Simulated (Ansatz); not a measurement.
A geometry of Na away from equilibrium: the start of the relaxation of a generated cell, Na built in the AFLOW prototype A_hP3_152_a (A8, as in Se). All values below come from r2SCAN (plane waves to 500 eV, PAW, scalar-relativistic; Ansatz, a program for electronic structure). Γ-centred k-mesh 11×11×9 on the run's cell, Fermi–Dirac smearing 0.05 eV.

```xyz
3
Lattice="4.8707 0.0000 0.0000 -2.4353 4.2181 0.0000 0.0000 0.0000 5.5259" Properties=species:S:1:pos:R:3 pbc="T T T"
Na     1.0978     0.0000     4.6049
Na    -0.5489     0.9508     0.9210
Na     1.8864     3.2674     2.7630
```

Problem. Which atoms carry the largest force, and which way does it point?

Solution. 1.11 eV/Å, on Na1, Na2, Na3 (atoms numbered as listed); on Na1 its components are (1.11, 0.00, 0.00).

Problem. What is the pressure?

Solution. +1.4 GPa, compression positive.

Problem. How far above the relaxed end point is this geometry?

Solution. 0.39 eV/atom; the path ends in R-3m (No. 166) at a tolerance of 0.01 Å, Im-3m (No. 229) at 0.1 Å.

No spin polarisation in the result.

The run could not lose the symmetry of its start: the end is stationary, and may be a saddle point rather than a minimum.

The end of the path is a generated cell of Na: the first start was made by placing the elements on the sites of a structure type, and the end was not matched to a known phase here, so it may be hypothetical. Known forms of Na include space group No. 229.
